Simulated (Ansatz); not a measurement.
CsGa3Se2O6F6: 17O NMR of the central transition

Cell: a measured structure from the Crystallography Open Database (COD), its atoms then relaxed with PBE in this cell.

```yaml
crystal:
  lattice:
    - [7.18760, 0.00000, 0.00000]
    - [-3.59380, 6.22464, 0.00000]
    - [0.00000, 0.00000, 11.86810]
  atoms:
    - { symbol: Cs, position: [0.66667, 0.33333, 0.07628] }
    - { symbol: Cs, position: [0.33333, 0.66667, 0.57628] }
    - { symbol: Ga, position: [0.66719, 0.83360, 0.27022] }
    - { symbol: Ga, position: [0.83360, 0.66719, 0.77022] }
    - { symbol: Ga, position: [0.16640, 0.83360, 0.27022] }
    - { symbol: Ga, position: [0.33281, 0.16640, 0.77022] }
    - { symbol: Ga, position: [0.16640, 0.33281, 0.27022] }
    - { symbol: Ga, position: [0.83360, 0.16640, 0.77022] }
    - { symbol: Se, position: [0.00000, 0.00000, 0.48574] }
    - { symbol: Se, position: [0.00000, 0.00000, 0.98574] }
    - { symbol: Se, position: [0.33333, 0.66667, 0.05230] }
    - { symbol: Se, position: [0.66667, 0.33333, 0.55230] }
    - { symbol: O, position: [0.74877, 0.87438, 0.42460] }
    - { symbol: O, position: [0.87438, 0.74877, 0.92460] }
    - { symbol: O, position: [0.12562, 0.87438, 0.42460] }
    - { symbol: O, position: [0.25123, 0.12562, 0.92460] }
    - { symbol: O, position: [0.12562, 0.25123, 0.42460] }
    - { symbol: O, position: [0.87438, 0.12562, 0.92460] }
    - { symbol: O, position: [0.58417, 0.79208, 0.11300] }
    - { symbol: O, position: [0.79208, 0.58417, 0.61300] }
    - { symbol: O, position: [0.20792, 0.79208, 0.11300] }
    - { symbol: O, position: [0.41583, 0.20792, 0.61300] }
    - { symbol: O, position: [0.20792, 0.41583, 0.11300] }
    - { symbol: O, position: [0.79208, 0.20792, 0.61300] }
    - { symbol: F, position: [0.87055, 0.74109, 0.22845] }
    - { symbol: F, position: [0.12945, 0.87055, 0.72845] }
    - { symbol: F, position: [0.25891, 0.12945, 0.22845] }
    - { symbol: F, position: [0.12945, 0.25891, 0.72845] }
    - { symbol: F, position: [0.87055, 0.12945, 0.22845] }
    - { symbol: F, position: [0.74109, 0.87055, 0.72845] }
    - { symbol: F, position: [0.46300, 0.92600, 0.30813] }
    - { symbol: F, position: [0.53700, 0.46300, 0.80813] }
    - { symbol: F, position: [0.07400, 0.53700, 0.30813] }
    - { symbol: F, position: [0.53700, 0.07400, 0.80813] }
    - { symbol: F, position: [0.46300, 0.53700, 0.30813] }
    - { symbol: F, position: [0.92600, 0.46300, 0.80813] }
```

Sites (sets of like atoms) are named by element and the number of their first atom in this list.

Method: Kohn–Sham DFT in Ansatz, PBE, plane waves and PAW, scalar-relativistic, 420 eV cutoff, Γ-centred 4×4×2 k-points, Fermi–Dirac smearing 0.02 eV.

17O has I = 5/2 and Q = -25.58 mb (Pyykkö 2018); at 9.4 T its Larmor frequency is ν₀ = 54.3 MHz. Only the quadrupole interaction is simulated: positions count from each site's isotropic chemical shift, and shift anisotropy, dipolar and J coupling are left out.

Task: What does the 17O spectrum (static powder) show for each site?

Result: 

| site | first shell | C_Q (MHz) | η | P_Q (MHz) | δ_QIS (ppm) | breadth (kHz) |
| --- | --- | --- | --- | --- | --- | --- |
| O13 | 1 Se at 1.72 Å, 1 Ga at 1.90 Å, angle 130°; also 1 Cs at 3.15 Å | -8.76 | 0.45 | 9.06 | -167 | 62.2 |
| O19 | 1 Se at 1.72 Å, 1 Ga at 1.94 Å, angle 130° | -8.68 | 0.34 | 8.84 | -159 | 56.5 |

δ_QIS = −(ν_Q²/30ν₀²)[I(I+1) − 3/4](1 + η²/3) × 10⁶ ppm with ν_Q = 3|C_Q|/[2I(2I−1)]; it falls as 1/B₀² in ppm, and the breadth as 1/B₀ in kHz.

At O13 and O19 V_zz points along the shorter of its two bonds, to Se (within 9°) in each case.
